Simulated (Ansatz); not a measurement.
CaO (rock salt, Fm-3m), PBE (plane waves, PAW; program Ansatz). The conduction-band minimum lies at X, with 3 equivalent valleys. Second derivatives d²E/dk² of the lowest band at one valley (eV·Å²), along Cartesian directions:

| direction | d²E/dk² |
|---|---|
| [100] | 5.352 |
| [010] | 17.22 |
| [001] | 17.22 |
| [110] | 11.29 |
| [101] | 11.29 |
| [011] | 17.22 |

### Question
Find the principal effective masses, the density-of-states mass and the conductivity mass.

### Answer
Off-diagonal terms follow from H_xy = H[110] − (H_xx + H_yy)/2, and m*/mₑ = 7.620 eV·Å² over each eigenvalue: 0.44, 0.44, 1.4. One valley's DOS mass (m₁m₂m₃)^(1/3) = 0.65, conductivity mass 3/(Σ 1/mᵢ) = 0.57 mₑ.

### Question
What effective density of states Nc follows at 300 K for parabolic valleys?

### Answer
Nc = 2.509e19 × 3 × (0.65)^(3/2) ≈ 3.9e19 cm⁻³.

Symmetry was held in the PBE relaxation.

Potentials: the later of the program's two PAW sets.

Edges and masses are those of Kohn–Sham bands, whose gap is no quasiparticle gap.
